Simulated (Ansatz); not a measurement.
# Bands of BW

```xyz
4
Lattice="1.5809 -4.2411 0.0000 1.5809 4.2411 0.0000 0.0000 0.0000 3.0951" Properties=species:S:1:pos:R:3 pbc="T T T"
B     1.5809   -0.5176    2.3213
B     1.5809    0.5176    0.7738
W     1.5809   -3.0145    2.3213
W     1.5809    3.0145    0.7738
```

Atoms are numbered in the order listed.

Conventional cell: a = 3.162 Å, b = 8.482 Å, c = 3.095 Å, α = 90.00°, β = 90.00°, γ = 90.00°. Around B (atom 1) lie 2 B at 1.86 Å. W (atom 3) is surrounded by 7 B at 2.32 to 2.50 Å.

The cell is the one relaxed in the Materials Project (mp-1008487), not relaxed further here; entries there can be hypothetical.

No spin–orbit coupling, which matters for the heavy atoms here.

These are results of Ansatz 0.2.0, DFT, PBEsol, all-electron LAPW, scalar-relativistic, not measurements.

Settings: a Γ-centred 11×11×11 k mesh, Fermi–Dirac smearing of 0.03 eV, basis error target 0.5 meV/atom, no spin polarisation.

Points in fractions of the reciprocal vectors of this cell: Γ (0, 0, 0), Y (-0.5, 0.5, 0), C0 (-0.285, 0.715, 0), Σ0 (0.285, 0.285, 0), Z (0, 0, 0.5), A0 (0.285, 0.285, 0.5), E0 (-0.285, 0.715, 0.5), T (-0.5, 0.5, 0.5). The path joins them by straight lines in the order Γ–Y–C0–Σ0–Γ–Z–A0–E0–T; legs that retrace an earlier one aren't tabulated. Energies are in eV from the Fermi level.

(1) List the levels at Σ0 between -14 and 5.5 eV.

(2) List the levels at Z between -14 and 5.5 eV.

(3) List the levels at Γ between -14 and 5.5 eV.

(4) What is the band gap?

## Answers

(1) -11.83, -8.46, -7.17, -5.87, -5.29, -4.01, -2.51, -2.47, -1.53, -0.68, 1.39, 2.34, 2.44, 3.93, 3.98, 4.92.

(2) -10.66 (×2), -6.00 (×2), -5.17 (×2), -3.78 (×2), 2.17 (×2), 2.42 (×2), 3.33 (×2).

(3) -8.99, -5.53, -5.04, -4.69, -4.54, -2.82, -1.29, -0.71, 0.00, 1.17 (×2), 2.25, 4.05, 4.11.

(4) none: bands cross the Fermi level, a metal.
